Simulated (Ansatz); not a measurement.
This MgCd3Se4 structure is the end of a relaxation. The cell was found from a structure generator's guess, not taken from experiment.

These are results of Ansatz, DFT PBE, scalar-relativistic, plane waves, PAW, not measurements. Cutoff 420 eV, Γ-centred mesh, Gaussian smearing, no spin polarisation.

```
Mg Cd Se
1.0
     4.35398    0.00000    0.00000
     0.00000    4.35398    0.00000
     0.00000    0.00000   12.23775
Mg Cd Se
1 3 4
Direct
  0.50000 0.50000 0.50000
  0.00000 0.00000 0.74486
  0.50000 0.50000 0.00000
  0.00000 0.00000 0.25514
  0.50000 0.00000 0.12753
  0.00000 0.50000 0.38319
  0.50000 0.00000 0.61681
  0.00000 0.50000 0.87247
```

Energies over the elements count from the elements' standard structures at the same level, with no fitted energy shifts.

(1) What space group does it have?

(2) How far does it lie from the elements in energy?

(3) Is it a metal?

Answers

(1) P-4m2 (No. 115), with Mg and Cd ordered on zinc blende sites. Conventional cell: a = 4.354 Å, c = 12.238 Å. Around Mg lie 4 Se at 2.60 Å; Cd on a site of symmetry 2mm is surrounded by 4 Se at 2.68 Å; Cd on a site of symmetry -4m2 is surrounded by 4 Se at 2.68 Å; Se on its first site has 4 Cd at 2.68 Å; 1 more site not described.

(2) −0.786 eV/atom. A negative formation energy is needed for stability but isn't enough: competing phases decide.

(3) No, the gap on the 6×6×4 mesh is 0.92 eV.

The last run used a 6×6×4 mesh (in the run's order of axes) for its 8-atom cell and Gaussian smearing of 0.02 eV. Kohn–Sham gaps at this level usually fall short of measured ones. The reference form of Se is held partly by dispersion forces, which this level lacks. A structure relaxed within its symmetry needn't be a true minimum.
